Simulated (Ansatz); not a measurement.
ScIn₃ (Cu3Au type, Pm-3m), r²SCAN in the plane-wave PAW code Ansatz, all energies at zero smearing, with the estimated change up to a 700 eV cutoff added, with one set of potentials and settings (totals compare only within such a set). Cell of 4 atoms (1 Sc, 3 In): -18977.666 eV.

```
element                reference phase  E (eV/atom)
-------  -----------------------------  -----------
Sc       P6_3/mmc, 2 atoms in the cell   -2140.5738
In         I4/mmm, 1 atoms in the cell   -5611.8204
```

Formation energy per atom, worked out: (-18977.666 − 1×(-2140.5738) − 3×(-5611.8204))/4 = -0.408 eV/atom (-39 kJ per mol of atoms), at 0 K, without zero-point energy or fitted corrections.

The first step of the workflow began from a Materials Project structure, measured or hypothetical; the Crystallography Open Database files this formula in space group No. 221, but the cells were not matched. Whether it is the stable phase at ambient conditions was not checked. The cell was relaxed with r²SCAN under the symmetry of its start; whether a distortion lowers the energy is not shown. No spin polarisation was allowed. The references are the lowest solids computed at this level, not always the standard phases.

Potentials: the later of the program's two PAW sets.
